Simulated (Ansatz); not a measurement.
MoW (CsCl type), relaxed and computed with several functionals in Ansatz (plane waves, PAW).

| functional | a (Å) | B₀ by P(V) fit (GPa) |
|---|---|---|
| PBEsol | 3.142 | 300 |
| r²SCAN | [?] | [?] |
| PBE | 3.172 | 280 |

**Question.** Complete the blanks.

**Answer.** 
- r²SCAN, a (Å): 3.160
- r²SCAN, B₀ by P(V) fit (GPa): 295

Typed or built starts, not in the databases checked: MoW, CsCl type. All cells were relaxed under the symmetry of their starts (and spin orders); stability against distortions was not tested throughout. Rows with no word on spin ran without spin polarisation. Spin–orbit coupling is left out wherever it is not named.

Potentials: the later of the program's two PAW sets.

Ansatz (an electronic-structure program) is a plane-wave DFT program.
